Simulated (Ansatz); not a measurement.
## K2S with Eu replacing K: gradients before and after relaxing the atoms

Start: a supercell of K2S (antifluorite type, Fm-3m) built from a COD entry, with all atoms left at the host's positions.

Space group F-43m (No. 216); a = 14.7820 Å.

```
site  Wyckoff  site symmetry       x       y       z
  Eu       4a           -43m  0.5000  0.0000  0.5000
  K2      24g           2.mm  0.7500  0.0000  0.7500
  K8       4b           -43m  0.0000  0.5000  0.0000
  K9       4d           -43m  0.7500  0.7500  0.7500
 K10      24f           2.mm  0.0000  0.7500  0.0000
 K16       4c           -43m  0.2500  0.2500  0.2500
 S17      16e            .3m  0.3750  0.1250  0.3750
 S20      16e            .3m  0.8750  0.8750  0.6250
```

One atom of each set is listed; the run and its k-mesh use a cell of 24 atoms with edges of 10.45, 10.45, 10.45 Å.

Computed with Ansatz: DFT, PBE, plane waves and PAW, scalar-relativistic, collinear spin, 420 eV cutoff, Γ-centred 2×2×2 k-points, Fermi–Dirac smearing 0.01 eV, cell charge +1. Start moments as typed (μB): 7 on each Eu, none on the rest.

The largest force at the start is 0.94 eV/Å. Relaxing the ions at fixed cell moves them by 0.246 Å at most (atom 17, S) and 0.118 Å rms. End positions:

Eu (0.5000, 0.0000, 0.5000)
K2 (0.7500, 0.9956, 0.7500)
K8 (0.0000, 0.5000, 0.0000)
K9 (0.7500, 0.7500, 0.7500)
K10 (0.0000, 0.7428, 0.0000)
K16 (0.2500, 0.2500, 0.2500)
S17 (0.3846, 0.1154, 0.3846)
S20 (0.8752, 0.8752, 0.6248)

```csv
site,moved (Å),first shell before,first shell after,V_zz before (10²¹ V/m²),η before
Eu,0.000,4 S at 3.20 Å,4 S at 2.95 Å,0.00,–
K2,0.064,4 S at 3.20 Å,4 S at 3.17–3.32 Å; also 5 K at 3.63–3.70 Å,-0.32,0.09
K10,0.107,4 S at 3.20 Å,4 S at 3.14–3.20 Å,-0.36,0.25
S17,0.246,"7 K at 3.20 Å, 1 Eu at 3.20 Å","1 Eu at 2.95 Å, 7 K at 3.20–3.45 Å",3.39,0.00
S20,0.006,8 K at 3.20 Å,8 K at 3.14–3.21 Å,-0.53,0.00
```

Q: How do the gradients change?

A: 

```
site  V_zz after  η after  change of V_zz
  Eu        0.00        –            0.00
  K2       -0.82     0.64           -0.50
 K10        1.15     0.30               –
 S17        1.68     0.00           -1.71
 S20        0.12     0.00           +0.65
```

The largest change of V_zz along a kept axis is on S17, from 3.39 to 1.68. Small gradients that grow severalfold: K10 (-0.36 to 1.15). In per cent, |V_zz| changes by -51 on S (all sites that start above 0.5, bar those whose gradient vanishes or changes sign or whose main axis turns by over 40°). On K2 V_xx and V_yy change places (or their axes turn by over 50°), so the two values of η hide a larger change. V_zz changes sign on S20 (same axis). On K10 the largest principal value lies along another axis in the second run, so the two V_zz can't be compared directly. Other sites without a gradient aren't listed.

The defect repeats with the cell of 24 atoms, so it feels its images: sites between two images don't show the values beside a lone defect, and zeros or small values of η there can come from the images' arrangement. A uniform background compensates the cell's charge. Without spin–orbit coupling the gradients at and beside Eu can be off by some per cent, at some sites by more.
Before: With a gap of 0.9 eV on this mesh, small gradients can still move by 0.1 × 10²¹ V/m² or more as the k-mesh gets denser. The neighbours have not yet relaxed around the defect (largest force 0.94 eV/Å), so a real crystal will differ.
After: The relaxation keeps the site symmetry -43m of the start, so the impurity can't leave its site; a start off the site could end lower. With a gap of 0.2 eV on this mesh, small gradients can still move by 0.1 × 10²¹ V/m² or more as the k-mesh gets denser.
